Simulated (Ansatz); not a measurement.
The relaxed structure here is a generated cell of ZnSnP2: the first start was made by placing the elements on the sites of a structure type, and the end was not matched to a known phase here, so it may be hypothetical.

Relaxation of a generated cell, ZnSnP2 built in the AFLOW prototype ABC2_hP8_194_d_a_f (as in AlCr2C); 8 atoms in the cell, which starts as P6₃/mmc (No. 194), hP8; a = b = 3.5788 Å, c = 16.0421 Å, α = β = 90.00°, γ = 120.00°. The numbers are results of PBEsol (plane waves to 420 eV, PAW, scalar-relativistic; Ansatz, a quantum-chemistry and plane-wave program), not measurements. Γ-centred k-mesh 7×7×2 on the run's cell (coarser than for final values), Fermi–Dirac smearing 0.05 eV. This is the first round of the run. 

The optimiser's lines from the output (shortened; P is positive under compression):

```
relax step   1: F+E_penalty+E_count = -21415.68376209 eV  Δ(F+E_penalty+E_count) = +0.000e0 eV  max|allowed force component| = 2.980e0 eV/Å  Δτ_max = 0.0000 Å  P = +6.927 GPa  Ω = 177.938 Å³  (8 SCF iters, dr2 threshold 1.00e-7 eV, accepted)
relax step   2: F+E_penalty+E_count = -21417.35311791 eV  Δ(F+E_penalty+E_count) = -1.669e0 eV  max|allowed force component| = 1.095e0 eV/Å  Δτ_max = 0.1950 Å  P = -2.299 GPa  Ω = 180.893 Å³  (8 SCF iters, dr2 threshold 8.00e-7 eV, accepted)
relax step   3: F+E_penalty+E_count = -21418.36690913 eV  Δ(F+E_penalty+E_count) = -1.014e0 eV  max|allowed force component| = 1.025e0 eV/Å  Δτ_max = 0.1254 Å  P = -3.213 GPa  Ω = 171.056 Å³  (8 SCF iters, dr2 threshold 8.00e-7 eV, accepted)
relax step   4: F+E_penalty+E_count = -21419.32851103 eV  Δ(F+E_penalty+E_count) = -9.616e-1 eV  max|allowed force component| = 1.070e0 eV/Å  Δτ_max = 0.1082 Å  P = -2.878 GPa  Ω = 162.291 Å³  (7 SCF iters, dr2 threshold 8.00e-7 eV, accepted)
relax step   5: F+E_penalty+E_count = -21420.16658500 eV  Δ(F+E_penalty+E_count) = -8.381e-1 eV  max|allowed force component| = 7.994e-1 eV/Å  Δτ_max = 0.1285 Å  P = -1.157 GPa  Ω = 152.924 Å³  (7 SCF iters, dr2 threshold 8.00e-7 eV, accepted)
relax step   6: F+E_penalty+E_count = -21420.67903671 eV  Δ(F+E_penalty+E_count) = -5.125e-1 eV  max|allowed force component| = 5.840e-1 eV/Å  Δτ_max = 0.1164 Å  P = +1.388 GPa  Ω = 146.507 Å³  (7 SCF iters, dr2 threshold 8.00e-7 eV, accepted)
relax step   7: F+E_penalty+E_count = -21420.95564122 eV  Δ(F+E_penalty+E_count) = -2.766e-1 eV  max|allowed force component| = 2.715e-1 eV/Å  Δτ_max = 0.1000 Å  P = +1.880 GPa  Ω = 145.624 Å³  (7 SCF iters, dr2 threshold 8.00e-7 eV, accepted)
relax step   8: F+E_penalty+E_count = -21420.96543636 eV  Δ(F+E_penalty+E_count) = -9.795e-3 eV  max|allowed force component| = 1.192e-1 eV/Å  Δτ_max = 0.0323 Å  P = +0.759 GPa  Ω = 147.787 Å³  (6 SCF iters, dr2 threshold 8.00e-7 eV, accepted)
relax step   9: F+E_penalty+E_count = -21420.95719279 eV  Δ(F+E_penalty+E_count) = +8.244e-3 eV  max|allowed force component| = 7.363e-3 eV/Å  Δτ_max = 0.0684 Å  P = -2.385 GPa  Ω = 152.942 Å³  (8 SCF iters, dr2 threshold 8.00e-7 eV, rejected (line search))
relax step  10: F+E_penalty+E_count = -21421.00205332 eV  Δ(F+E_penalty+E_count) = -3.662e-2 eV  max|allowed force component| = 1.938e-2 eV/Å  Δτ_max = 0.0476 Å  P = -0.100 GPa  Ω = 148.779 Å³  (12 SCF iters, accepted)
relax step  11: F+E_penalty+E_count = -21421.00247262 eV  Δ(F+E_penalty+E_count) = -4.193e-4 eV  max|allowed force component| = 3.038e-3 eV/Å  Δτ_max = 0.0067 Å  P = +0.021 GPa  Ω = 148.571 Å³  (7 SCF iters, dr2 threshold 4.85e-8 eV, accepted)
relax step  12: F+E_penalty+E_count = -21421.00247531 eV  Δ(F+E_penalty+E_count) = -2.696e-6 eV  max|allowed force component| = 2.599e-3 eV/Å  Δτ_max = 0.0008 Å  P = +0.006 GPa  Ω = 148.614 Å³  (5 SCF iters, dr2 threshold 3.89e-9 eV, accepted)
relax step  13: F+E_penalty+E_count = -21421.00258362 eV  Δ(F+E_penalty+E_count) = -1.083e-4 eV  max|allowed force component| = 2.707e-3 eV/Å  Δτ_max = 0.0000 Å  P = +0.001 GPa  Ω = 148.614 Å³  stress off target by 7.36e-2 GPa  SCF on the basis re-selected at this cell (its energy is not comparable with the rows above)  (9 SCF iters)
relax step  14: F+E_penalty+E_count = -21421.00264074 eV  Δ(F+E_penalty+E_count) = -5.711e-5 eV  max|allowed force component| = 1.703e-3 eV/Å  Δτ_max = 0.0028 Å  P = -0.001 GPa  Ω = 148.679 Å³  (6 SCF iters, dr2 threshold 1.36e-8 eV, accepted)
relax step  15: F+E_penalty+E_count = -21421.00266595 eV  Δ(F+E_penalty+E_count) = -2.522e-5 eV  max|allowed force component| = 1.711e-3 eV/Å  Δτ_max = 0.0000 Å  P = -0.001 GPa  Ω = 148.679 Å³  stress off target by 7.75e-3 GPa  SCF on the basis re-selected at this cell (its energy is not comparable with the rows above)  (7 SCF iters)
```

From the first to the last row the energy changes by -0.66 eV/atom and the volume by -16.4 %. The last row is marked as not comparable with the walk above it, whose basis was carried along; it does compare with step 1, since both stand on a basis selected at the nominal cutoff for their own cell.

Step 9 was rejected by the optimiser.

Later rounds, restarted from the end of this one on a renewed k-mesh, logged 7 more steps and released under 0.01 eV/atom more. The final structure after all rounds: P6₃/mmc (No. 194), hP8; a = b = 3.7960 Å, c = 11.9748 Å, α = β = 90.00°, γ = 120.00°. Between re-selections the logged energies stand on a plane-wave basis carried along with the cell. No spin polarisation in the result.

The run could not lower the symmetry of its start; a shaken copy of this end point relaxes with PBEsol to C2/c (No. 15), 0.05 eV/atom lower.
